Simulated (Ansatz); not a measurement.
Na (hcp (Mg type), space group No. 194) under volume change, r²SCAN in the plane-wave PAW code Ansatz, shape and atoms relaxed at each volume.

| V (Å³/atom) | E − E(relaxed) (meV/atom) | P (GPa) |
|---|---|---|
| 34.364 | (withheld) | (withheld) |
| 35.497 | 3.0 | 0.53 |
| 36.630 | 0.3 | 0.24 |
| 37.762 | 0.0 | 0.00 |
| 38.895 | 0.2 | -0.21 |
| 40.028 | (withheld) | (withheld) |
| 41.161 | 5.8 | -0.56 |

**Question.** Some entries are withheld; supply them.

**Answer.** 
- 34.364, E − E(relaxed) (meV/atom): 7.8
- 34.364, P (GPa): 0.85
- 40.028, E − E(relaxed) (meV/atom): 2.4
- 40.028, P (GPa): -0.40

**Question.** What does a third-order Birch–Murnaghan fit give for V₀, B₀ and B′?

**Answer.** V₀ = 37.76 Å³/atom, B₀ = 7.6 GPa, B′ = 3.6.

Space group P6_3/mmc (hcp (Mg type)). The first step of the workflow began from a Materials Project structure, measured or hypothetical; the Crystallography Open Database files this formula in space group No. 194, but the cells were not matched. It is not the phase usual at ambient conditions (space group No. 229). The cell keeps a stress of up to 0.2 GPa. Symmetry was held in the r²SCAN relaxation; whether a distortion lowers the energy is not shown.

Potentials: the earlier of the program's two PAW sets.
